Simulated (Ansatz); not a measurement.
CaF₂ (fluorite), conventional cell a = b = c = 5.4392 Å, α = β = γ = 90.00°. The calculation uses the primitive cell of 3 atoms, to which meshes and values per cell refer.

The volume is varied about the relaxed value V₀ at fixed cell shape. Symmetry pins the atoms to their sites.

These are r2SCAN (plane waves to 500 eV, PAW, scalar-relativistic; Ansatz, a quantum-chemistry and plane-wave program) values and carry that method's errors. k mesh 11×11×11 (Γ-centred), Fermi-Dirac smearing 0.05 eV. E stands for the smeared free energy. CaF2 was relaxed with its symmetry unable to fall. The zero of ΔE is the relaxed starting cell.

| V (Å³/atom) | ΔE (meV/atom) |
|---|---|
| 11.264 | 132.0 |
| 11.801 | 68.2 |
| 12.337 | 27.9 |
| 12.873 | 6.5 |
| 13.410 | 0.0 |
| 13.946 | 5.6 |
| 14.483 | 20.8 |
| 15.019 | 43.8 |
| 15.555 | 73.0 |

What is the fitted pressure derivative B₀′?

4.5.

What bulk modulus B₀ follows from a third-order Birch-Murnaghan fit?

89.5 GPa. Check by three points about V = 13.410 Å³/atom, step 0.536: d²E/dV² ≈ (6.5 − 2·0.0 + 5.6) meV / 0.536² = 0.0421 eV/Å⁶, and V·d²E/dV² × 160.2 = 90.4 GPa.

(A scan under strain: stresses follow from slopes of the energy per volume, elastic moduli from its curvatures.)
